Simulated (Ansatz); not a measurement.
# Ba6LiNb2IrCl2O12: a ladder of calculations

Cell of run 1: a computed structure from the Materials Project (it need not be an observed phase), taken as it stands.

Space group P3m1 (No. 156); a = 5.9636, c = 15.5598 Å, γ = 120.00°.

| site | Wyckoff | site symmetry | x | y | z |
| --- | --- | --- | --- | --- | --- |
| Ba1 | 1a | 3m. | 0.0000 | 0.0000 | 0.3809 |
| Ba2 | 1a | 3m. | 0.0000 | 0.0000 | 0.7872 |
| Ba3 | 1b | 3m. | 0.3333 | 0.6667 | 0.6405 |
| Ba4 | 1b | 3m. | 0.3333 | 0.6667 | 0.9187 |
| Ba5 | 1a | 3m. | 0.0000 | 0.0000 | 0.0359 |
| Ba6 | 1b | 3m. | 0.3333 | 0.6667 | 0.2072 |
| Li | 1a | 3m. | 0.0000 | 0.0000 | 0.2094 |
| Nb8 | 1c | 3m. | 0.6667 | 0.3333 | 0.8173 |
| Nb9 | 1c | 3m. | 0.6667 | 0.3333 | 0.1829 |
| Ir | 1c | 3m. | 0.6667 | 0.3333 | 0.0011 |
| Cl11 | 1b | 3m. | 0.3333 | 0.6667 | 0.4253 |
| Cl12 | 1a | 3m. | 0.0000 | 0.0000 | 0.5816 |
| O13 | 3d | .m. | 0.8216 | 0.6431 | 0.9130 |
| O14 | 3d | .m. | 0.9936 | 0.4968 | 0.7590 |
| O15 | 3d | .m. | 0.8307 | 0.6613 | 0.2469 |
| O18 | 3d | .m. | 0.5149 | 0.0299 | 0.0883 |

One atom of each set is listed.

All runs are DFT with Ansatz 0.2.0 (plane waves and PAW, scalar-relativistic unless spin–orbit coupling is named, Γ-centred meshes, Fermi–Dirac smearing where given) in this cell.

Run 1: PBE, atoms as given; 420 eV, 5×5×2 k-points, smearing 0.02 eV.
Run 2: r2SCAN, atoms as given; 500 eV, 5×5×2 k-points, smearing 0.02 eV.
Run 3: PBE with spin–orbit coupling, atoms as given; 420 eV, 5×5×2 k-points, smearing 0.02 eV.

Q: What does each run give, and what moves the gradients most?

A: 

```
run   Ba1 V_zz (η)  Ba2 V_zz (η)   Ba3 V_zz (η)  Ir V_zz (η)
  1  -12.96 (0.00)   0.81 (0.00)  -15.39 (0.00)  8.84 (0.00)
  2  -13.64 (0.00)   0.28 (0.00)  -15.97 (0.00)  6.29 (0.00)
  3  -13.01 (0.00)   0.73 (0.00)  -15.45 (0.00)  8.47 (0.00)
```

V_zz in 10²¹ V/m²; 4 of the 16 sets of like atoms are followed. Against run 1, the gradient tensors on these sites move by at most 2.56 in run 2 (Ir), 0.37 in run 3 (Ir). Taken one at a time, the functional (r2SCAN with its higher cutoff) moves the tensors on these sites by up to 2.56 (largest principal value of the change, on Ir), spin–orbit coupling by 0.37 (Ir).

In runs 1, 2, 3 the atoms aren't at the calculated equilibrium (largest force 0.49, 0.80, 0.49 eV/Å).
